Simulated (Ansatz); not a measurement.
HfO2 in space group Pca2_1 (No. 29; Hf on 4a, O on 4a, O on 4a), LDA (plane waves, PAW; program Ansatz), all energies at zero smearing, with the estimated change up to a 700 eV cutoff added, with one set of potentials and settings (totals compare only within such a set). Cell of 12 atoms (4 Hf, 8 O): -66372.560 eV.

```tsv
element	reference phase	E (eV/atom)
Hf	P6_3/mmc, 2 atoms in the cell	-15476.8591
O	C2/m, 4 atoms in the cell, spin-polarised	-552.6518
```

Formation energy per atom, worked out: (-66372.560 − 4×(-15476.8591) − 8×(-552.6518))/12 = -3.659 eV/atom (-353 kJ per mol of atoms), at 0 K, without zero-point energy or fitted corrections.

The LDA relaxation kept the symmetry of its start; phonons on a q-mesh show no instability. The run is not spin-polarised. The references are the lowest solids computed at this level, not always the standard phases (solids in place of the gases). Scalar-relativistic: spin–orbit coupling is off unless named, which matters more the heavier the elements.

Potentials: the later of the program's two PAW sets.
